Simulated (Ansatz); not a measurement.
**A sublattice moved along a line in Be3N2**

All numbers below come from DFT LDA, scalar-relativistic, plane waves, PAW in Ansatz 0.2.0. Cutoff 420 eV, Γ-centred 9×9×6 k-points, Gaussian smearing of 0.05 eV. No spin polarisation. Energies are free energies at this smearing, counted from the undisturbed cell; pressure is positive in compression.

The undisturbed cell (as given, not relaxed at this level; it stands at -10.0 GPa, and it needn't be the usual structure):

```xyz
5
Lattice="2.8178 0.0000 0.0000 -1.4089 2.4403 0.0000 0.0000 0.0000 4.6670" Properties=species:S:1:pos:R:3 pbc="T T T"
Be    0.0000    0.0000    0.0000
Be    1.4089    0.8134    3.0319
Be    0.0000    1.6268    1.6352
N     0.0000    1.6268    3.4865
N     1.4089    0.8134    1.1805
```

Every Be atom is moved by x along the Cartesian unit vector (0.577, 0.577, 0.577); the cell and all other atoms stay fixed. At -10 GPa the given cell is far from its own equilibrium, so these figures belong to a strongly strained crystal.

```tsv
x (Å)	ΔE (meV/cell)
-0.1000	79.1
-0.0500	19.5
0.0000	0.0
0.0125	1.2
0.0250	4.8
0.0375	10.9
0.0625	30.5
0.0750	44.1
0.0875	60.2
```

(1) Predict the pressure (GPa) at each point.

## Answers

(1)
```csv
x (Å),pressure (GPa)
-0.1000,-8.6
-0.0500,-9.7
0.0000,-10.0
0.0125,-10.0
0.0250,-10.0
0.0375,-9.8
0.0625,-9.5
0.0750,-9.2
0.0875,-8.9
```